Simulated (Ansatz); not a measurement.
**Structure relaxation, KF**

The start is a relaxed KF cell with every coordinate shifted by Gaussian noise of σ = 0.3 Å. Cell shape, volume and atoms are optimised at zero target pressure with PBE (plane waves to 420 eV, PAW, scalar-relativistic; Ansatz, a program for electronic structure). The first steps use a coarse 7×7×7 k-mesh.

The start:
```yaml
crystal:
  lattice:
    - [0.00000, 2.70985, 2.70985]
    - [2.70985, 0.00000, 2.70985]
    - [2.70985, 2.70985, 0.00000]
  atoms:
    - { symbol: F, position: [0.11605, 0.02273, 0.86561] }
    - { symbol: K, position: [0.70668, 0.18884, 0.56633] }
```

Task: What pressure does the first self-consistent step give?

Result: +13.8 GPa (positive: the cell is compressed).

Task: How much energy is released per atom?

Result: 0.48 eV/atom.

Task: Does it find its way back to the structure it was made from?

Result: The parent structure is recovered, Fm-3m (No. 225).

Task: How do the shortest distances between atoms change?

Result: The closest pairs of elements (up to four, under 3.6 Å), start → end: F–K 2.06 → 2.71 Å.

Task: What band gap does the relaxed structure have at this level?

Result: 5.96 eV, direct at Γ (no spin-orbit coupling).

The end point of the relaxation:

```cif
data_F4K4
_chemical_formula_sum 'F4 K4'
_space_group_name_H-M_alt 'Fm-3m'
_space_group_IT_number 225
_space_group_name_Hall '-F 4 2 3'
_cell_length_a 5.42011
_cell_length_b 5.42011
_cell_length_c 5.42011
_cell_angle_alpha 90.000
_cell_angle_beta 90.000
_cell_angle_gamma 90.000
loop_
_atom_site_label
_atom_site_type_symbol
_atom_site_symmetry_multiplicity
_atom_site_Wyckoff_symbol
_atom_site_fract_x
_atom_site_fract_y
_atom_site_fract_z
_atom_site_occupancy
F1 F 4 b 0.50000 0.50000 0.50000 1
K1 K 4 a 0.00000 0.00000 0.00000 1
```
(The calculation used a cell of 2 atoms; values per cell refer to that cell.)

Final values are on a 11×11×11 k-mesh of the relaxed cell. No spin polarisation in the result.
